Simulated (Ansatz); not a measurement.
## Relaxing a structure of AlNi

The start is a generated trial cell of AlNi in the AFLOW prototype AB_tP8_136_g_f (as in BeO). The cell and all atomic positions are relaxed at zero pressure with PBEsol (plane waves to 420 eV, PAW, scalar-relativistic; Ansatz, an electronic-structure program). The first steps use a coarse 6×6×10 k-mesh.

Initial structure:
```
CELL_PARAMETERS angstrom
      5.56657     0.00000     0.00000
      0.00000     5.56657     0.00000
      0.00000     0.00000     3.21103
ATOMIC_POSITIONS crystal
  Ni 0.33600 0.66400 0.00000
  Ni 0.83600 0.83600 0.50000
  Ni 0.16400 0.16400 0.50000
  Ni 0.66400 0.33600 0.00000
  Al 0.31000 0.31000 0.00000
  Al 0.81000 0.19000 0.50000
  Al 0.19000 0.81000 0.50000
  Al 0.69000 0.69000 0.00000
```
Spin-polarised start, with parallel moments on Ni.

Initial pressure: +74.3 GPa (positive: the cell is compressed)
Largest initial force: 1.70 eV/Å, on Al5, Al6, Al7, Al8 (atoms numbered as listed)
Outcome: The space group stays P4₂/mnm (No. 136) (the run could not lower it), with 8 atoms in the primitive cell
Energy released: 1.58 eV/atom
Volume change: +38.6 %, from 12.44 to 17.24 Å³/atom
Shortest distances (start → end): The closest pairs of elements (up to four, under 3.6 Å), start → end: Al–Ni 1.97 → 2.34 Å; Ni–Ni 2.58 → 2.38 Å; Al–Al 2.99 → 2.54 Å
Band gap at the end: zero (metallic)
Moments at the end: zero (the starting moments vanished)
Optimiser moves: 30

Relaxed structure:

Space group P4₂/mnm (No. 136); a = b = 7.375 Å, c = 2.535 Å, α = β = γ = 90.00°

| atom | site | symmetry | x | y | z |
|---|---|---|---|---|---|
| Ni | 4f | m.2m | 0.3857 | 0.3857 | 0.0000 |
| Al | 4g | m.2m | 0.1971 | 0.1971 | 0.5000 |

Final values are on a 7×7×18 k-mesh of the relaxed cell. No spin polarisation in the result: the starting moments vanished. A magnetic state may lie lower.

The run could not lower the symmetry of its start; a shaken copy of this end point relaxes with PBEsol to P2/m (No. 10), 0.50 eV/atom lower.

The relaxed structure here is a generated cell of AlNi: the first start was made by placing the elements on the sites of a structure type, and the end was not matched to a known phase here, so it may be hypothetical. Known forms of AlNi include space group No. 221.
